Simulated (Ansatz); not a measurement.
The start is a relaxed TiSi2 cell displaced along its unstable phonon at q = (½, 0, 0) of its primitive reciprocal cell (34i cm⁻¹), largest move 0.15 Å. Cell shape, volume and atoms are optimised at zero target pressure with PBE (plane waves to 420 eV, PAW, scalar-relativistic; Ansatz, an electronic-structure program). The first steps use a coarse 4×8×12 k-mesh.

Input geometry:
```yaml
crystal:
  lattice:
    - [8.80354, 0.00000, 0.00000]
    - [0.00000, 4.40177, 0.00000]
    - [0.00000, 0.00000, 2.68423]
  atoms:
    - { symbol: Si, position: [0.25000, 0.00000, 0.00000] }
    - { symbol: Si, position: [0.75000, 0.00000, 0.00000] }
    - { symbol: Si, position: [0.00000, 0.53408, 0.00000] }
    - { symbol: Si, position: [0.50000, 0.46592, 0.00000] }
    - { symbol: Ti, position: [0.00000, 0.03331, 0.50000] }
    - { symbol: Ti, position: [0.50000, 0.96669, 0.50000] }
```

By how much does the energy per atom fall from start to end?

0.03 eV/atom.

How does the volume change?

-1.3 %, from 17.34 to 17.11 Å³/atom.

Is the parent structure recovered?

It does not go back: it reaches Pmma (No. 51), 0.03 eV/atom below the parent.

How do the shortest distances between atoms change?

The closest pairs of elements (up to four, under 3.6 Å), start → end: Si–Si 2.68 → 2.57 Å; Si–Ti 2.57 → 2.61 Å; Ti–Ti 2.68 → 2.64 Å.

Is the relaxed structure metallic? Give its gap.

Zero (metallic).

Give the final cell and atomic positions.


Space group Pmma (No. 51); a = 8.398 Å, b = 2.643 Å, c = 4.625 Å, α = 90.00°, β = 90.00°, γ = 90.00°

```tsv
atom	site	symmetry	x	y	z
Si	2a	.2/m.	0.0000	0.0000	0.0000
Si	2e	mm2	0.2500	0.0000	0.6809
Ti	2f	mm2	0.2500	0.5000	0.1936
```

Final values are on a 6×17×10 k-mesh of the relaxed cell. No spin polarisation in the result.

The run could not lose the symmetry of its start, so the end can be a saddle point.

The relaxed structure here is a generated cell of TiSi2: the first start was made by placing the elements on the sites of a structure type, and the end was not matched to a known phase here, so it may be hypothetical. Known forms of TiSi2 include space group No. 63, 70.
